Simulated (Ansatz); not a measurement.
SnSe:
```yaml
crystal:
  lattice:
    - [0.00000, 3.36382, 3.36382]
    - [3.36382, 0.00000, 3.36382]
    - [3.36382, 3.36382, 0.00000]
  atoms:
    - { symbol: Se, position: [0.25000, 0.25000, 0.25000] }
    - { symbol: Sn, position: [0.00000, 0.00000, 0.00000] }
```

Relaxed with r²SCAN. Special points in fractions of this cell's reciprocal vectors: Γ (0.000, 0.000, 0.000); X (0.500, 0.000, 0.500); U (0.625, 0.250, 0.625); K (0.375, 0.375, 0.750); L (0.500, 0.500, 0.500); W (0.500, 0.250, 0.750).

Q: List the band energies nearest the Fermi level at these points for DFT-r²SCAN with spin–orbit coupling in the program Ansatz with PAW potentials.

A: In eV from the Fermi level; about four levels below and three above (degenerate sets whole), none deeper than 8.9 eV; points with the same levels are listed once.

| k | below | above |
|---|---|---|
| Γ | -2.50 -2.50 -2.50 -2.50 | 1.11 1.11 1.65 1.65 1.65 1.65 |
| X | -0.76 -0.76 -0.03 -0.03 | 4.38 4.38 4.58 4.58 |
| U | -3.66 -3.65 -0.67 -0.57 | 1.16 1.20 3.35 |
| L | -3.03 -3.03 -2.34 -2.34 | 2.10 2.10 2.42 2.42 |
| W | -4.12 -4.10 -4.02 -0.19 | 0.03 1.48 1.85 |

Space group F-43m (zinc blende). The start of the workflow was typed in or built on a structure type; neither database checked (COD, Materials Project) lists it. It is not the phase usual at ambient conditions (space group No. 62). Symmetry was held in the r²SCAN relaxation. At this level the phase is mechanically unstable. A small band overlap can be real or an error of a semilocal functional. The Fermi level of a semimetal is unsure by some 0.05 eV on such meshes.

Potentials: the later of the program's two PAW sets.
